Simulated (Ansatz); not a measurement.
## Y$_{2}$N: computed property card

Y₂N:
```
Y2N
1.0
    3.51521     0.00000     0.00000
   -1.75761     3.04426     0.00000
    0.00000     0.00000     5.96255
N Y
1 2
Direct
  0.00000   0.00000   0.00000
  0.33333   0.66667   0.22280
  0.66667   0.33333   0.77720
```

Space group P-3m1 (No. 164), anti-CdI2 type; conventional cell a = 3.5152 Å, b = 3.5152 Å, c = 5.9625 Å, α = 90.00°, β = 90.00°, γ = 120.00°.

Method: DFT-r²SCAN in the program Ansatz with PAW potentials. Geometry: relaxed at this level of theory. Other levels are named where they apply.

Cell and energy:

- Volume per atom = 21.27 Å³
- Density = 4.99 g/cm³
- Formation energy from the elements (no fitted shifts) = -1.20 eV/atom

Electronic structure:

- Electronic character = metallic (no gap)
- Density of states at the Fermi level = 1.0 states/eV per atom (mean over ±0.08 eV)
- Gap with spin–orbit coupling = none (metallic)

Mechanics:

* **Bulk modulus (Birch–Murnaghan fit)**: 77.3 GPa
* **Pressure derivative B′**: 4.0

Charges:

* **Bader charges**: N -2.25, Y +1.13 e

A made-up cell: these elements were put on the sites of a structure type; neither database checked (COD, Materials Project) lists it. Whether it is the stable phase at ambient conditions was not checked. The cell was relaxed with r²SCAN under the symmetry of its start; whether a distortion lowers the energy is not shown. The run is not spin-polarised. With an odd number of electrons in the cell and no spin polarisation, the count alone makes it a metal. The references are the lowest solids computed at this level, not always the standard phases (solids in place of the gases). Scalar-relativistic: spin–orbit coupling is off unless named, which matters more the heavier the elements.

Potentials: the earlier of the program's two PAW sets.
